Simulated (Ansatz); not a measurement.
# Where the states of TiO$_{2}$ lie

```
Ti O
1.0
    -1.89250    1.89250    4.75700
     1.89250   -1.89250    4.75700
     1.89250    1.89250   -4.75700
Ti O
2 4
Direct
  0.00000 0.00000 0.00000
  0.75000 0.25000 0.50000
  0.20660 0.20660 0.00000
  0.95660 0.45660 0.50000
  0.54340 0.04340 0.50000
  0.79340 0.79340 0.00000
```

The geometry is COD entry 9009086, unchecked; take it as a test cell.

Computed with Ansatz 0.2.0, DFT, LDA, all-electron LAPW, scalar-relativistic.

Sampling and basis: a Γ-centred 13×13×13 k mesh, Fermi–Dirac smearing of 0.08 eV, basis error target 1 meV/atom, no spin polarisation.

States per eV and cell, averaged over 0.6 eV, from -4.7 to 4.1 eV, with energies (bin centres) from the valence-band top; empty bins are left out. The partial columns, the largest 5 alone, are projections on Löwdin-orthogonalised atomic shells (those that the program's projection atoms carry: the occupied ones and, for some elements, an empty d or f shell; other empty shells have no column), summed over atoms of an element. Weights on diffuse s and p shells depend on that basis and aren't pure angular character.

```tsv
E (eV)	total	O 2p	Ti 3d	Ti 4s	O 2s	Ti 3p
-4.5	5.26	3.71	1.27	0.16	0.02	0.03
-3.9	6.83	4.90	1.73	0.06	0.04	0.06
-3.3	4.34	3.20	1.01	0.04	0.03	0.03
-2.7	4.44	3.39	0.92	0.03	0.05	0.02
-2.1	5.09	4.13	0.81	0.04	0.04	0.03
-1.5	4.05	3.52	0.38	0.05	0.04	0.03
-0.9	6.26	5.72	0.39	0.03	0.03	0.04
-0.3	3.73	3.52	0.16	0.01	0.01	0.01
2.1	0.11	0.01	0.10	0.00	0.00	0.00
2.7	1.77	0.11	1.64	0.00	0.01	0.00
3.3	8.10	0.74	7.12	0.07	0.09	0.00
3.9	6.12	1.16	4.77	0.03	0.06	0.00
```

(1) Which of the resolved shells contributes most in the top eV of the valence band?

(2) Where is the centre of the filled Ti 3d states between -13 eV and the top of the filled states?

## Answers

(1) O 2p, with 93 % of all states there; Ti 3d follows with 5 %.

(2) -3.12 eV from the valence-band top.
